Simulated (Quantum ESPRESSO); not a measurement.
Mg$_{4}$S$_{3}$O (made-up cell) (calculated)

Calculation on a made-up crystal cell, not a measurement: periodic Kohn-Sham density functional theory in plane waves with PseudoDojo standard norm-conserving scalar-relativistic pseudopotentials, each functional with its own files (v0.5 for PBE, v0.4.1 for LDA and PBEsol), no spin polarisation, no spin-orbit coupling, atoms not relaxed, stress positive in tension, energies less a fixed whole-eV offset for each atom's element; levels are Kohn-Sham levels at fractions of this cell's reciprocal vectors, counted from the reference band (half the neutral cell's valence electrons, rounded up) at Gamma; error bars cover cutoff and k-mesh only, not smearing or the files; added strain carries the atoms with the cell, and shear is the tensor component; each bar is the largest change over components, and at least 0.002 eV, 0.002 eV per angstrom or 0.02 GPa; energies are for the whole cell, and the offsets were chosen from early runs and are not element reference energies. Program: Quantum ESPRESSO 7.5.

Mg$_{4}$S$_{3}$O (made-up cell)

```
Mg4S3O
1.0
      4.2075     0.0696     0.0438
      0.1205     7.2993    -0.0394
      0.0715    -0.0372     6.8999
Mg O S
4 1 3
Direct
  0.00988 0.00216 0.01795
  0.49441 0.50948 0.00106
  0.49246 0.17039 0.50536
  -0.02013 0.66783 0.51773
  -0.00249 -0.02454 0.36559
  0.49190 0.50309 0.35265
  0.50334 0.17048 0.86910
  0.00870 0.67296 0.87164
```

Settings of this run: lattice type wurtzite, functional pbe, cutoff 1143 eV, fermi dirac smearing 0.025 eV, scf tolerance 1e-07 eV, electrons removed 0 and k mesh 4 x 4 x 4, shifted by half a step.

It finds free energy less offsets 4.784 eV; smearing term minus ts 0 eV; scf iterations 12; pressure -8.731 GPa; stress xx 8.13 GPa; stress yy 9.067 GPa; stress zz 8.995 GPa; stress yz -0.7141 GPa; stress xz 0.02317 GPa; stress xy 0.7418 GPa; reference band 32; error bar energy 0.004223 eV; error bar stress 0.05745 GPa; error bar force 0.01065 eV/Å; error bar next band up 0.002 eV; error bars from tighter rerun of a related cell.

Atoms:
| atoms element | atom site | atom energy offset (eV) |
| --- | --- | --- |
| Mg | 1 | -1617 |
| Mg | 2 | -1617 |
| Mg | 3 | -1617 |
| Mg | 4 | -1617 |
| O | 5 | -452 |
| S | 6 | -302 |
| S | 7 | -302 |
| S | 8 | -302 |

Forces:
| site | x (eV/Å) | y (eV/Å) | z (eV/Å) |
| --- | --- | --- | --- |
| 1 | -0.08405 | -0.09863 | 1.114 |
| 2 | 0.1866 | -0.1695 | -0.4294 |
| 3 | 0.183 | -0.9193 | -0.9601 |
| 4 | 0.1515 | 1.07 | -1.392 |
| 5 | -0.1789 | 0.3683 | -0.07589 |
| 6 | 0.01782 | -0.2374 | 1.15 |
| 7 | -0.01399 | -0.01538 | 0.3136 |
| 8 | -0.2619 | 0.001968 | 0.2798 |

Levels:
| level k point | next band up (eV) |
| --- | --- |
| Gamma | 1.413 |
| (1/2,1/2,1/2) | 3.191 |
| (0.15,0,0) | 1.983 |
| (0,0.15,0) | 1.642 |
| (0,0,0.15) | 1.667 |
